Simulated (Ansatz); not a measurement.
## Ba₆LiNb₂IrCl₂O₁₂: Electric field gradients

The cell is a computed structure from the Materials Project (it need not be an observed phase).

```xyz
24
Lattice="5.9796 0.0000 0.0000 2.9884 5.5061 0.0000 0.0009 2.1543 14.8404" Properties=species:S:1:pos:R:3 pbc="T T T"
Ba    5.9784    4.1719    5.3548
Ba    5.9789    5.4001   11.6250
Ba    2.9895    3.4920    9.3929
Ba    2.9895    3.2040   13.3918
Ba    5.9758    3.9449    1.2425
Ba    2.9871    2.1680    3.1502
Li    2.9815    3.3345    0.0276
Nb    2.9885    7.0892   12.0603
Nb    5.9783    0.5782    2.7250
Ir    5.9775    0.1970    0.0147
Cl    2.9871    2.8689    6.2963
Cl    5.9792    4.7539    8.5408
O     7.6477    6.5795   13.7641
O     4.4637    2.2062   11.0841
O     7.4646    5.4559    3.7027
O     1.5157    2.2033   11.0815
O     2.9877    5.2264   11.4479
O     1.3710    1.3693    1.0752
O     5.9854    2.4114    3.4676
O     4.6074    1.3697    1.0793
O     2.9775    4.2958    1.5786
O     4.3047    6.5775   13.7646
O     4.4941    5.4442    3.6898
O     5.9841    3.4594   13.1568
```

Sites (sets of like atoms) are named by element and the number of their first atom in this list.

Method: Kohn–Sham DFT in Ansatz, r2SCAN, plane waves and PAW, scalar-relativistic, 500 eV cutoff, Γ-centred 4×4×2 k-points, Fermi–Dirac smearing 0.02 eV.

Conventions: |V_zz| ≥ |V_yy| ≥ |V_xx|, η = (V_xx − V_yy)/V_zz, C_Q = eQV_zz/h. ν_Q = 3|C_Q|/[2I(2I − 1)].

Ba-137: I = 3/2, Q = 236.0 mb; Li-6: I = 1, Q = -0.8080 mb; ⁹³Nb: I = 9/2, Q = -320.0 mb; Ir-193: I = 3/2, Q = 751.0 mb; ³⁵Cl: I = 3/2, Q = -81.12 mb; ¹⁷O: I = 5/2, Q = -25.58 mb. Quadrupole moments are those of Pyykkö's year-2017 table.

```tsv
site	atoms (order as listed)	first shell	C_Q (MHz)	η	ν_Q (MHz)
Ba1	1	3 O at 2.57–2.58 Å, 3 Cl at 3.24–3.40 Å	-66.3	0.29	33.2
Ba2	2	7 O at 2.47–3.00 Å, 1 Cl at 3.15 Å	-83.7	0.48	41.9
Ba3	3	3 O at 2.59–2.69 Å, 3 Cl at 3.16–3.36 Å	-75.7	0.49	37.9
Ba4	4	1 Li at 2.72 Å, 9 O at 2.73–3.02 Å	80.3	0.22	40.1
Ba5	5	11 O at 2.70–3.35 Å; also 2 Li at 3.28–3.29 Å, 1 Ba at 3.75 Å	-26.4	0.80	13.2
Ba6	6	7 O at 2.65–3.02 Å, 1 Cl at 3.22 Å	-39.5	0.69	19.8
Li	7	3 O at 1.82–2.04 Å; also 2 O at 2.75–2.76 Å	-0.005	0.75	0.007
Nb8	8	6 O at 1.91–2.21 Å	-35.4	0.63	1.48
Nb9	9	6 O at 1.90–2.29 Å	-30.4	0.31	1.27
Ir	10	6 O at 2.03–2.14 Å	192	0.70	96.0
Cl11	11	4 Ba at 3.16–3.40 Å	3.07	0.13	1.54
Cl12	12	4 Ba at 3.15–3.36 Å	3.42	0.52	1.71
O13	13	1 Li at 2.03 Å, 1 Ir at 2.14 Å, 1 Nb at 2.21 Å; also 3 Ba at 2.73–2.96 Å	-4.70	0.40	0.705
O14	14	1 Nb at 1.91 Å; also 3 Ba at 2.59–2.91 Å	1.05	0.29	0.158
O15	15	1 Nb at 1.90 Å; also 3 Ba at 2.57–3.25 Å	0.763	0.66	0.114
O16	16	1 Nb at 1.91 Å; also 3 Ba at 2.59–2.92 Å	1.05	0.30	0.157
O17	17	1 Nb at 1.96 Å; also 4 Ba at 2.69–3.00 Å	0.859	0.87	0.129
O18	18	1 Ir at 2.09 Å, 1 Nb at 2.29 Å, angle 77°; also 1 Li at 2.75 Å, 3 Ba at 2.75–3.01 Å	-5.75	0.51	0.862
O19	19	1 Nb at 1.98 Å; also 4 Ba at 2.58–3.02 Å	-0.926	0.82	0.139
O20	20	1 Ir at 2.09 Å, 1 Nb at 2.28 Å, angle 77°; also 3 Ba at 2.75–3.02 Å, 1 Li at 2.76 Å	-5.72	0.51	0.858
O21	21	1 Li at 1.82 Å, 1 Ir at 2.10 Å, 1 Nb at 2.12 Å; also 3 Ba at 2.65–3.04 Å	-5.16	0.23	0.774
O22	22	1 Li at 2.04 Å, 1 Ir at 2.14 Å, 1 Nb at 2.21 Å; also 3 Ba at 2.74–2.96 Å	-4.69	0.39	0.704
O23	23	1 Nb at 1.90 Å; also 3 Ba at 2.57–3.23 Å	0.768	0.65	0.115
O24	24	1 Ir at 2.03 Å, 1 Nb at 2.17 Å, 1 Ba at 2.47 Å; also 2 Ba at 3.01 Å	-4.43	0.38	0.665
```

At Ba2 and Ba6 V_zz points along its shortest bond, to O (within 5°) in each case. At O18 and O20 V_zz points along the shorter of its two bonds, to Ir (within 4°) in each case. At Ba4 V_zz points along its one bond to Li (within 2°).

The largest force is 0.8 eV/Å, so the atoms aren't at the calculated equilibrium and relaxing them would move these values. Spin–orbit coupling is left out, which shifts gradients on Ir by a few per cent, and by more where contributions nearly cancel. With these PAW files V_zz is typically within 2 to 3 % of all-electron values, but misses above 10 % occur on Li.
